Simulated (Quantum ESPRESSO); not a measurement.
## NMR parameters of Ag4IBr3 (changed cell)

```
CELL_PARAMETERS angstrom
      5.93180     0.00000     0.00000
      0.00000     5.93180     0.00000
      0.00000     0.00000     5.93180
ATOMIC_POSITIONS crystal
  Ag 0.00000 0.00000 0.00000
  I  0.50000 0.00000 0.00000
  Ag 0.00000 0.50000 0.50000
  Br 0.50000 0.50000 0.50000
  Ag 0.50000 0.00000 0.50000
  Br 0.00000 0.00000 0.50000
  Ag 0.50000 0.50000 0.00000
  Br 0.00000 0.50000 0.00000
```
The cell was made here from a computed Materials Project entry: one of 4 Br replaced by I, cell and atoms relaxed (PBE without dispersion, pw.x of a modified build of Quantum ESPRESSO, symmetry kept). The parent is AgBr in Fm-3m. The swapped cell is a model, not a known phase. Stability against distortions was not tested. The run has no spin polarisation.

Computed: shieldings by PBE GIPAW (Quantum ESPRESSO, JTH PAW datasets), 20 Ha, k-mesh 5×5×5 shifted, f-sum rule met within 0.008 %.

```tsv
site	site symmetry	σ_iso (ppm)
Ag1 (atoms 1, 5, 7)	4/mmm	3361
I (atom 2)	m-3m	4541
Ag2 (atom 3)	m-3m	3514
Br (atoms 4, 6, 8)	4/mmm	2266
```

These are absolute shieldings with no macroscopic susceptibility term; δ = σ_ref − σ needs a reference computed alike. By our sweeps, such settings leave a few ppm in absolute σ on light atoms and up to some 20 ppm from Zn on. Spin–orbit coupling is left out; its weight grows with the heaviest atom, I here. No d partial waves on I, Br: the paramagnetic term there is incompletely reconstructed. With so small a Kohn–Sham gap, σ hangs strongly on the functional and the mesh. Static lattice: thermal averaging is not included.
